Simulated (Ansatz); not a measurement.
GaP:
```cif
data_GaP
_chemical_formula_sum 'P1 Ga1'
_space_group_name_H-M_alt 'P 1'
_space_group_IT_number 1
_cell_length_a 3.85470
_cell_length_b 3.85470
_cell_length_c 3.85470
_cell_angle_alpha 60.000
_cell_angle_beta 60.000
_cell_angle_gamma 60.000
loop_
_space_group_symop_operation_xyz
  'x, y, z'
loop_
_atom_site_label
_atom_site_type_symbol
_atom_site_fract_x
_atom_site_fract_y
_atom_site_fract_z
_atom_site_occupancy
P1 P 0.75000 0.75000 0.75000 1
Ga1 Ga 0.00000 0.00000 0.00000 1
```

Relaxed with r²SCAN.

### Question
Decompose the optical modes at the zone centre into irreducible representations, and say which are infrared and Raman allowed.

### Answer
Point group -43m: Γ_opt = T2. Infrared: T2. Raman: T2.

### Question
Assign frequencies (DFPT, plane-wave PAW r²SCAN (Ansatz code); without the LO–TO term).

### Answer
T2 360 cm⁻¹.

Space group F-43m (zinc blende). The cell was relaxed with r²SCAN under the symmetry of its start; phonons on a q-mesh show no instability. Spin–orbit coupling is left out wherever it is not named.

Potentials: the later of the program's two PAW sets.
